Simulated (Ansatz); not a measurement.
Consider the following.

GeMo2C:
```
CELL_PARAMETERS angstrom
      3.09939     0.00000     0.00000
     -1.54970     2.68415     0.00000
      0.00000     0.00000    12.53395
ATOMIC_POSITIONS crystal
  Ge 0.66667 0.33333 0.25000
  Ge 0.33333 0.66667 0.75000
  Mo 0.66667 0.33333 0.91041
  Mo 0.33333 0.66667 0.08959
  Mo 0.33333 0.66667 0.41041
  Mo 0.66667 0.33333 0.58959
  C  0.00000 0.00000 0.00000
  C  0.00000 0.00000 0.50000
```

This is the PBEsol-relaxed structure.

Problem. All from plane-wave PAW PBEsol (Ansatz code), unless another level is named. Predict the electronic character.

Solution. metallic (no gap).

Problem. Next, the formation energy from the elements (no fitted shifts)?

Solution. -0.16 eV/atom.

Problem. Next, the density of states at the Fermi level?

Solution. 0.56 states/eV per atom (mean over ±0.08 eV).

Space group P6_3/mmc. The start of the workflow was typed in or built on a structure type; neither database checked (COD, Materials Project) lists it. Its standing as an ambient phase is unchecked. Symmetry was held in the PBEsol relaxation; its stability against distortions is not shown here. The run is not spin-polarised. The references are the lowest solids computed at this level, not always the standard phases. Spin–orbit coupling is left out wherever it is not named.

Potentials: the earlier of the program's two PAW sets. The files were generated under PBE; for other functionals the program regenerates the frozen cores, and for LDA and PBEsol the local potential too.
